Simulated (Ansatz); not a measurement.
Problem. Name crystals whose computed values (r²SCAN in the plane-wave PAW code Ansatz) fall in these windows: electron conductivity mass (mₑ) 0.39 to 0.55; gap (eV) 3.4 to 4.6; B₀ by P(V) fit (GPa) 29 to 36.

Solution. 

| crystal | electron conductivity mass (mₑ) | gap (eV) | B₀ by P(V) fit (GPa) |
|---|---|---|---|
| CaO, P4/nmm (Ca on 2c, O on 2a) | 0.46 | 4.06 | 33.4 |
Others may fit too.

Typed or built starts, not in the databases checked: CaO, P4/nmm (Ca on 2c, O on 2a). Not the usual ambient phase: CaO, P4/nmm (Ca on 2c, O on 2a). The cell was relaxed under the symmetry of its start.

Potentials: the earlier of the program's two PAW sets.
